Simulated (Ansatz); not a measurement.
# CuI₂: frozen-core PAW against all-electron methods

```yaml
crystal:
  lattice:
    - [3.94698, 0.00000, 0.00000]
    - [-1.97349, 3.41819, 0.00000]
    - [0.00000, 0.00000, 7.62528]
  atoms:
    - { symbol: Cu, position: [0.00000, 0.00000, 0.00000] }
    - { symbol: I, position: [0.33333, 0.66667, 0.20956] }
    - { symbol: I, position: [0.66667, 0.33333, 0.79044] }
```

Atom numbers follow the list: Cu1, I2, I3.

The structure comes from a relaxation in the same program, started in the CdI2 type, and has space group P-3m1. Whether it is a known phase or the ground state wasn't checked.

Spin–orbit coupling is left out, though it moves levels of the heavy atoms by tenths of an eV or more.

Levels of theory: DFT, PBE, PAW with Ansatz's default frozen-core files, scalar-relativistic (Ansatz 0.2.0); DFT, PBE, all-electron LAPW, scalar-relativistic (Ansatz 0.2.0).

For PAW: a Γ-centred 13×13×7 k mesh, Fermi–Dirac smearing of 0.08 eV, cutoff 420 eV, no spin polarisation. LAPW targets a basis error of 1 meV/atom. The Ansatz runs share mesh, smearing and spin set-up. Plane-wave (PAW) pressures include the program's estimate of the Pulay term.

Stress and pressure are positive in compression.

Levels count from the Fermi level.

PAW results:

```
                      quantity     PAW
                pressure (GPa)   -0.01
highest filled level at M (eV)  -0.198
  lowest empty level at M (eV)   0.094
highest filled level at H (eV)  -0.332
  lowest empty level at H (eV)   3.856
highest filled level at L (eV)  -0.139
  lowest empty level at L (eV)   0.043
```

Q: What does full-potential LAPW give for the same quantities?

A: 
| quantity | LAPW |
| --- | --- |
| pressure (GPa) | -0.01 |
| highest filled level at M (eV) | -0.198 |
| lowest empty level at M (eV) | 0.094 |
| highest filled level at H (eV) | -0.332 |
| lowest empty level at H (eV) | 3.857 |
| highest filled level at L (eV) | -0.140 |
| lowest empty level at L (eV) | 0.044 |
